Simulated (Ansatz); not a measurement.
GaN:
```yaml
crystal:
  lattice:
    - [0.00000, 2.10865, 2.10865]
    - [2.10865, 0.00000, 2.10865]
    - [2.10865, 2.10865, 0.00000]
  atoms:
    - { symbol: Ga, position: [0.00000, 0.00000, 0.00000] }
    - { symbol: N, position: [0.50000, 0.50000, 0.50000] }
```

Relaxed with r²SCAN. Special points in fractions of this cell's reciprocal vectors: Γ (0.000, 0.000, 0.000); X (0.500, 0.000, 0.500); U (0.625, 0.250, 0.625); K (0.375, 0.375, 0.750); L (0.500, 0.500, 0.500); W (0.500, 0.250, 0.750).

Question: List the band energies nearest the valence-band maximum at these points for r²SCAN (plane waves, PAW; program Ansatz).

Answer: In eV from the valence-band maximum; about four levels below and three above (degenerate sets whole), none deeper than 8.9 eV; … stands for higher levels left out; points with the same levels are listed once.

```json
[
 {"k": "Γ", "below": "-0.53 -0.53 -0.53", "above": "2.85 …"},
 {"k": "X", "below": "-7.29 -3.15 -3.15", "above": "1.17 …"},
 {"k": "U", "below": "-6.30 -5.80 -2.19", "above": "3.78 …"},
 {"k": "L", "below": "-8.40 -0.20 -0.20", "above": "5.37 …"},
 {"k": "W", "below": "-5.48 -5.48 -4.60", "above": "5.75 …"}
]
```

Space group Fm-3m (rock salt). This is a known high-pressure phase of the composition, computed here at zero pressure and temperature. Symmetry was held in the r²SCAN relaxation; phonons on a q-mesh show no instability. Spin–orbit coupling is left out wherever it is not named.

Potentials: the earlier of the program's two PAW sets.
